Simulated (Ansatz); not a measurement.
**YbAs$_{4}$Rh$_{6}$, a database entry at a rescaled volume**

```xyz
11
Lattice="7.2918 0.0000 0.0000 -3.6459 6.3149 0.0000 0.0000 0.0000 3.7987" Properties=species:S:1:pos:R:3 pbc="T T T"
Rh   -1.4627    5.0544    1.8994
Rh    1.4627    5.0544    1.8994
Rh    0.0000    2.5209    1.8994
As    5.2344    1.1878    1.8994
As    2.0574    1.1878    1.8994
As    3.6459    3.9392    1.8994
As   -0.0004    4.2101    0.0000
Yb    0.0000    0.0000    0.0000
Rh    2.2003    2.9396    0.0000
Rh    5.0915    2.9396    0.0000
Rh    3.6459    0.4357    0.0000
```

The numbers come from plane-wave PAW DFT (Ansatz): r2SCAN, with U = 4.74 eV and J = 0.46 eV on Yb f (all-electron-ortho-atomic projectors), no spin polarisation, 500 eV, 4×4×6 Γ-centred k points, fermi-dirac occupations (width 0.0116 eV). Nothing was relaxed.

(1) Describe some of the short contacts.

(2) Where is the largest force?

(3) Which element gives electrons and which takes them?

(4) Metal or insulator?

(5) Is the cell too large or too small?

Origin: a database entry at a rescaled volume. Caveats: no spin polarisation, so a magnetic state may lie lower.

Answers

(1) Rh–As at 2.45 Å: least valence density 0.54 e/Å³ and ELF 0.44 there. Rh–Rh at 2.89 Å: least valence density 0.26 e/Å³ and ELF 0.23 there. Yb–As at 3.04 Å: least valence density 0.16 e/Å³ and ELF 0.09 there. These are pseudo-fields; inside the PAW spheres they differ from the all-electron ones.

(2) The largest is on Rh10 (and as large on other atoms): 0.18 eV/Å, components (-0.16, -0.09, 0.00). It makes 180° with the line to a nearest neighbour, As7 at 2.54 Å, pointing away from it.

(3) Bader charges in e: Yb +1.39, As -0.14 to +0.10, Rh -0.28 to -0.08. In the mean Yb gives up most and Rh takes most.

(4) It is a metal, with about 5.6 states/eV a cell as the mean within 0.25 eV of the Fermi level, mostly Rh d (69 %) and As p (19 %).

(5) The pressure is -4.4 GPa (compression positive), so with the atoms held at these fractions the cell would first shrink.
